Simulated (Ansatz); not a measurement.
Ta$_{2}$SiN:
```
Ta2SiN
1.0
    3.22379     0.00000     0.00000
   -1.61190     2.79189     0.00000
    0.00000     0.00000    12.00974
Si Ta N
2 4 2
Direct
  0.33333   0.66667   0.75000
  0.66667   0.33333   0.25000
  0.33333   0.66667   0.09577
  0.66667   0.33333   0.59577
  0.66667   0.33333   0.90423
  0.33333   0.66667   0.40423
  0.00000   0.00000   0.00000
  0.00000   0.00000   0.50000
```

Relaxed with r²SCAN.

Q: Map the electron localisation function on the plane through (0.333, 0.667, 0.750) spanned by u = [0, 0, 1] and v = [1, -1, 0] in lattice vectors, from plane-wave PAW r²SCAN (Ansatz code).

A: x is the fraction of u, y of v (the angle between them is 90°; rows are the nearest grid lines); atoms in the plane: Si at (0.00, 0.00), Si at (0.50, 0.33), Ta at (0.35, 0.00), Ta at (0.85, 0.33), Ta at (0.15, 0.33), Ta at (0.65, 0.00), N at (0.25, 0.67), N at (0.75, 0.67).
```
y \ x   0.000  0.100  0.175  0.275  0.375  0.450  0.550  0.625  0.725  0.825  0.900   1.00
------  -----  -----  -----  -----  -----  -----  -----  -----  -----  -----  -----  -----
1.00    0.592  0.748  0.365  0.490  0.515  0.131  0.131  0.515  0.490  0.365  0.748  0.592
0.929   0.290  0.717  0.306  0.313  0.767  0.196  0.196  0.767  0.313  0.306  0.717  0.290
0.857   0.485  0.618  0.251  0.193  0.526  0.326  0.326  0.526  0.193  0.251  0.618  0.485
0.786   0.395  0.416  0.404  0.769  0.135  0.299  0.299  0.135  0.769  0.404  0.416  0.395
0.679   0.062  0.200  0.673  0.414  0.202  0.115  0.115  0.202  0.414  0.673  0.200  0.062
0.607   0.108  0.216  0.584  0.690  0.215  0.199  0.199  0.215  0.690  0.584  0.216  0.108
0.536   0.306  0.193  0.152  0.755  0.314  0.544  0.544  0.314  0.755  0.152  0.193  0.306
0.464   0.448  0.345  0.598  0.381  0.455  0.724  0.724  0.455  0.381  0.598  0.345  0.448
0.393   0.437  0.697  0.642  0.229  0.563  0.621  0.621  0.563  0.229  0.642  0.697  0.437
0.321   0.404  0.730  0.269  0.213  0.599  0.547  0.547  0.599  0.213  0.269  0.730  0.404
0.214   0.680  0.351  0.747  0.245  0.204  0.748  0.748  0.204  0.245  0.747  0.351  0.680
0.143   0.691  0.295  0.174  0.187  0.436  0.601  0.601  0.436  0.187  0.174  0.295  0.691
0.0714  0.333  0.676  0.249  0.355  0.744  0.230  0.230  0.744  0.355  0.249  0.676  0.333
0.000   0.592  0.748  0.365  0.490  0.515  0.131  0.131  0.515  0.490  0.365  0.748  0.592
```

The density is the valence pseudo-density with augmentation charge, so density and ELF within about 1 Å of a nucleus are not all-electron values.

Space group P6_3/mmc. The start of the workflow was typed in or built on a structure type; neither database checked (COD, Materials Project) lists it. Its standing as an ambient phase is unchecked. Symmetry was held in the r²SCAN relaxation; whether a distortion lowers the energy is not shown. No spin polarisation was allowed. Spin–orbit coupling is left out wherever it is not named.

Potentials: the earlier of the program's two PAW sets.
